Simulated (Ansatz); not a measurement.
BaCu3 (AuCu3-type structure)

Level of theory: DFT, PBEsol, scalar-relativistic, no spin polarisation; plane waves to 420 eV with PAW datasets (Ansatz 0.2.0), Γ-centred 8×8×8 mesh, 0.05 eV Gaussian smearing. The datasets are Ansatz's generated set soft_2.

```
Ba Cu
1.0
     4.30900    0.00000    0.00000
     0.00000    4.30900    0.00000
     0.00000    0.00000    4.30900
Ba Cu
1 3
Direct
  0.00000 0.00000 0.00000
  0.00000 0.50000 0.50000
  0.50000 0.50000 0.00000
  0.50000 0.00000 0.50000
```

The start was a prototype's sites filled with these elements, not a measured cell.

The cell above was scaled in volume, its shape and atoms being fixed by the lattice's symmetry. Energies are counted from the cell above.

The cell is relaxed to zero pressure at this level.

```
V (Å³/atom)  ΔE (meV/atom)  P from the stress (GPa)
     19.202           5.07                     2.02
     19.602           1.29                     0.98
     20.002           0.00                     0.04
     20.402           0.99                    -0.80
     20.802           3.94                    -1.52
```

Do the energies and the pressures agree? Compare −ΔE/ΔV between neighbouring points (1 meV/Å³ = 0.1602 GPa) with the mean of their pressures.

```csv
interval (Å³/atom),−ΔE/ΔV (GPa),mean P (GPa)
19.20 to 19.60,1.5,1.5
19.60 to 20.00,0.5,0.5
20.00 to 20.40,-0.4,-0.4
20.40 to 20.80,-1.2,-1.2
```
They differ by 0.02 GPa at most.

What do the two routes give for V0, B0 and B0′?

A third-order Birch–Murnaghan fit of the energies: V0 = 20.02 Å³/atom, B0 = 45 GPa, B0′ = 4.9. A polynomial of P in ln V, with B = −dP/d ln V at P = 0: V0 = 20.02 Å³/atom, B0 = 44 GPa, B0′ = 4.9.

B0·V0 = 44.6 GPa × 20.02 Å³ = 5.57 eV/atom sets the scale: near the minimum ΔE ≈ ½ B0 V0 x², with x = V/V0 − 1, and a pressure of 0.4 GPa squeezes the volume by about 1 %. At the ends of the curve: x = −4.1 % predicts 4.7 meV/atom and the run gives 5.1; x = +3.9 % predicts 4.2 meV/atom and the run gives 3.9. The curve is steeper than the parabola on the compressed side and flatter on the expanded side: the bulk modulus rises with pressure.

No spin–orbit coupling, a notable omission for heavy elements. The run is a metal.
